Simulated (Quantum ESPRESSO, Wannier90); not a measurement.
**Wannierisation of KI (rock salt)**

Materials Project entry mp-22898; symmetrised, unrelaxed at this level. COD (Crystallography Open Database) has the formula in 2 space groups, this one among them (matched by group alone). Method: PBEsol plane waves in Quantum ESPRESSO 7.5 (PseudoDojo norm-conserving files, 60 Ry, no spin polarisation, no spin-orbit coupling), Bloch states on a 8×8×8 mesh through Γ, Wannier90 4.0.1. Density: 8×8×8 mesh, cold smearing 0.01 Ry. Spin-orbit coupling is left out although heavy elements are present.

```
begin unit_cell_cart
ang
    0.0000000000    3.5424350000    3.5424350000
    3.5424350000    0.0000000000    3.5424350000
    3.5424350000    3.5424350000    0.0000000000
end unit_cell_cart
mp_grid = 8 8 8
```

Neighbour vectors b of the finite-difference formula (Å⁻¹), by shell:

| shell | b_x | b_y | b_z |
|---|---|---|---|
| 1 | 0.11086 | 0.11086 | -0.11086 |
| 1 | 0.11086 | -0.11086 | 0.11086 |
| 1 | -0.11086 | 0.11086 | 0.11086 |
| 1 | 0.11086 | 0.11086 | 0.11086 |
| 1 | -0.11086 | -0.11086 | 0.11086 |
| 1 | -0.11086 | 0.11086 | -0.11086 |
| 1 | 0.11086 | -0.11086 | -0.11086 |
| 1 | -0.11086 | -0.11086 | -0.11086 |

Task: Find the weights w_b from the completeness condition Σ_b w_b b_α b_β = δ_αβ.

Result: Shell 1: Σ b_x² = 0.098, Σ b_y² = 0.098, Σ b_z² = 0.098 Å⁻²
Each of the three diagonal sums, weighted, has to give 1 and the off-diagonal ones 0, which holds for w_1 = 10.2 Å². Check on xx: 10.17×0.098 = 1.00.

On this mesh the 4 functions of bands 5-8 (valence bands; start: sp3 on I, conv_tol = 1.0e-6) end with spreads 1.9399, 1.9399, 1.9399, 1.9399 Å², Ω_I = 6.4686 Å² and Ω_D = 0.0002 Å².

Ω_total is the sum of the spreads, 7.760 Å². Ω_OD = Ω_total − Ω_I − Ω_D = 1.291 Å². Only (Ω_D + Ω_OD)/Ω_total = 16.6 % depends on the gauge, and another start could lower the total by that share at most. The rms radius is √(Ω_total/4) = 1.39 Å.
